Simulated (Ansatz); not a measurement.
**Question.** Name crystals whose computed values (r²SCAN (plane waves, PAW; program Ansatz)) fall in these windows: G_Hill (GPa) 34 to 49; Θ_D (K) 240 to 320; B₀ by P(V) fit (GPa) 140 to 190.

**Answer.** 

```tsv
crystal	G_Hill (GPa)	Θ_D (K)	B₀ by P(V) fit (GPa)
HfC, zinc blende	42.2	275	164
Pd, hcp (Mg type)	47.5	274	181
Nb3Sn, A15 (Cr3Si type)	39.6	269	170
```
Others may fit too.

Spin orders computed, not proven ground states: Pd, hcp (Mg type) ferromagnetic. Typed or built starts, not in the databases checked: HfC, zinc blende. Not the usual ambient phase: HfC, zinc blende; Pd, hcp (Mg type). All cells were relaxed under the symmetry of their starts (and spin orders); stability against distortions was not tested throughout. Rows with no word on spin ran without spin polarisation. Spin–orbit coupling is left out wherever it is not named.

Potentials: the later of the program's two PAW sets.
